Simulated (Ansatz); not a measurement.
A geometry of BaTiO3 away from equilibrium: step 2 of the relaxation of a generated trial cell of BaTiO3 in the LiNbO3 structure type. Computed with r2SCAN (plane waves to 500 eV, PAW, scalar-relativistic; Ansatz, a quantum-chemistry and plane-wave program). Γ-centred k-mesh 7×7×7 on the run's cell, Fermi–Dirac smearing 0.05 eV. The plane waves were selected for a different cell earlier on the path.

```
BaTiO3
1.0
    2.91161     1.68102     4.98775
   -2.91161     1.68102     4.98775
    0.00000    -3.36204     4.98775
Ba Ti O
2 2 6
Direct
  0.71717   0.71717   0.71717
  0.21717   0.21717   0.21717
  0.98485   0.98485   0.98485
  0.48485   0.48485   0.48485
  0.67235   0.82855   0.24679
  0.82855   0.24679   0.67235
  0.24679   0.67235   0.82855
  0.74679   0.32855   0.17235
  0.32855   0.17235   0.74679
  0.17235   0.74679   0.32855
```

Task: What forces act on the atoms (eV/Å)?

Result: 
```
atom     Fx     Fy     Fz
----  -----  -----  -----
Ba1    0.00   0.00   1.10
Ba2    0.00   0.00   1.10
Ti3    0.00   0.00  -2.26
Ti4    0.00   0.00  -2.26
O5     1.78   1.11   0.39
O6     0.07  -2.10   0.39
O7    -1.85   0.99   0.39
O8    -0.07  -2.10   0.39
O9    -1.78   1.11   0.39
O10    1.85   0.99   0.39
```

The path ends in R3m (No. 160). No spin polarisation in the result.

The run could not lose the symmetry of its start; a randomly shaken copy of 10 atoms returns to this structure.

The first start was generated by placing the elements on the sites of a structure type. A measured structure of BaTiO3 has the same space group, R3m (No. 160); the sites were not compared with it. Another known form has space group No. 99.
